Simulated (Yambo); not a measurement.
Given:

```xyz
5
Lattice="-1.9097 1.9097 4.4435 1.9097 -1.9097 4.4435 1.9097 1.9097 -4.4435" Properties=species:S:1:pos:R:3 pbc="T T T"
Li     1.9097     0.0000     2.2218
B      0.0000     0.0000     4.4435
N      0.0000     0.0000     5.7878
N      0.0000     0.0000     3.0993
Mg     0.0000     1.9097     2.2218
```

Workflow: norm-conserving PBEsol (Quantum ESPRESSO, 84 Ry, without SOC), then G0W0 in Yambo (4×4×4 Γ-centred k mesh, bands 6 to 120 and a 8 Ry block in the screening, 120 bands in G with the Bruneval-Gonze terminator, plasmon pole fitted at 27.2 eV).

Q: Give the PBEsol and G0W0 gaps between the band edges found on this mesh, and say where the edges lie.

A: Edges: Z → Γ. PBEsol: 2.48 eV; G0W0: 4.19 eV. Nearest settings tried, and what they do to the gap: 45 bands in W, 45 bands in G: -42 meV; 3 Ry block (37 vectors against 171): -430 meV. Not varied: mesh. So the settings aren't converged at that level. 

Geometry of the Materials Project entry, not relaxed at this level.

The structure is a Materials Project entry; no match was found in the copy of COD used, and its stability was not checked.
